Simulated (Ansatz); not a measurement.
**7 guesses for NbSnTe₄ and where they end**

Level of theory: DFT PBE, scalar-relativistic, plane waves, PAW (Ansatz 0.2.0). All cells share a 420 eV cutoff and Γ-centred k meshes spaced at most about 0.3 Å⁻¹ (about 0.25 or finer for metals, 2π included). Collinear spin in cells that started with moments and kept them past the coarse steps, no spin elsewhere.

Each guess was relaxed in cell and atoms at zero pressure, within the symmetry of its start. These are static total energies at zero pressure. Coordination counts Te atoms around Nb and Sn (those within 1.25 times the shortest such distance or 1.15 times the sum of covalent radii; a plus sign parts nearer from farther groups; the shortest distance is added where it exceeds 1.18 times the sum of covalent radii).

| guess | made from | start group | V start (Å³/atom) | end group | V end (Å³/atom) | coordination at the end | gap on mesh (eV) | largest moment (μB) | E over the lowest end (meV/atom) |
| --- | --- | --- | --- | --- | --- | --- | --- | --- | --- |
| 1 | YScFe4 type | F-43m | 32.6 | F-43m | 29.1 | Nb 12 from 3.7 Å, Sn 12 from 3.7 Å | 0 | 2.5 | 972 |
| 2 | Ti4CuAg type | P4/mmm | 32.7 | P4/mmm | 29.7 | Nb 8, Sn 8 from 3.4 Å | 0 | - | 0 |
| 3 | TbAlNi4 type | P-6m2 | 31.5 | P-6m2 | 28.6 | Nb 6+3, Sn 3+12 from 3.6 Å | 0 | 0.0 | 587 |
| 4 | TiB4Mo type | P6/mmm | 25.1 | P6/mmm | 26.9 | Nb 12, Sn 12 from 3.6 Å | 0 | - | 553 |
| 5 | RbAlF4 type | P4/mmm | 24.6 | ? | ? | ? | ? | ? | ? |
| 6 | MnFeSi4 type | P4/mmm | 27.4 | P4/mmm | 31.5 | Nb 8, Sn 8 from 3.4 Å | 0 | - | 4 |
| 7 | random cell | P4/mmm | 32.2 | P4/mmm | 35.5 | Nb 2, Sn 6 | 0 | 2.2 | 759 |

Guess 5 as it starts:

```
CELL_PARAMETERS angstrom
4.40925 0.00000 0.00000
0.00000 4.40925 0.00000
0.00000 0.00000 7.59995
ATOMIC_POSITIONS crystal
Nb 0.00000 0.00000 0.00000
Sn 0.50000 0.50000 0.50000
Te 0.50000 0.00000 0.00000
Te 0.00000 0.50000 0.00000
Te 0.00000 0.00000 0.27700
Te 0.00000 0.00000 0.72300
```

Problem. Predict the end of this guess and its energy over the lowest end.

Solution. It ends in space group P4/mmm (No. 123), with a = 5.201 Å, c = 8.989 Å, 40.5 Å³/atom and no gap, without spin. It lies 0.41 eV/atom over the lowest end, above guess 6 and below guess 4. Counting Te atoms around Nb and Sn, this end has Nb 4+2, Sn 8 from 4.0 Å and the lowest (guess 2) has Nb 8, Sn 8 from 3.4 Å.

```cif
data_structure
_symmetry_space_group_name_H-M 'P 1'
_symmetry_Int_Tables_number 1
_cell_length_a 5.2005
_cell_length_b 5.2005
_cell_length_c 8.9887
_cell_angle_alpha 90.000
_cell_angle_beta 90.000
_cell_angle_gamma 90.000
_cell_volume 243.10
loop_
_atom_site_label
_atom_site_type_symbol
_atom_site_fract_x
_atom_site_fract_y
_atom_site_fract_z
_atom_site_occupancy
Nb1 Nb 0.00000 0.00000 0.00000 1
Sn1 Sn 0.50000 0.50000 0.50000 1
Te1 Te 0.50000 0.00000 0.00000 1
Te2 Te 0.00000 0.50000 0.00000 1
Te3 Te 0.00000 0.00000 0.32049 1
Te4 Te 0.00000 0.00000 0.67951 1
```

Energies over the elements count from the elements' standard structures at the same level, with no fitted energy shifts. The references include grey tin.

Problem. Is the lowest end bound against the elements?

Solution. Yes: its formation energy is −0.09 eV/atom. A negative formation energy is needed for stability but isn't enough: competing phases decide.

For metals, differences of a few meV/atom aren't resolved. Weakly bound directions are ill-defined at this level, which has no dispersion term (P4/mmm at 29.7 Å³/atom, P4/mmm at 31.5 Å³/atom), and this can change margins and order among such cells. Spin–orbit coupling, which can matter for Te, is left out. A magnetic state wasn't ruled out in cells without spin, among them P4/mmm at 40.5 Å³/atom, P6/mmm. The reference form of Te is held partly by dispersion forces, which this level lacks. Another magnetic order may lie lower. Cells relaxed within their symmetry can be saddle points. A lower structure may well exist outside this small set. Some types were kept out of the candidates beforehand, so the set may lack a known form.
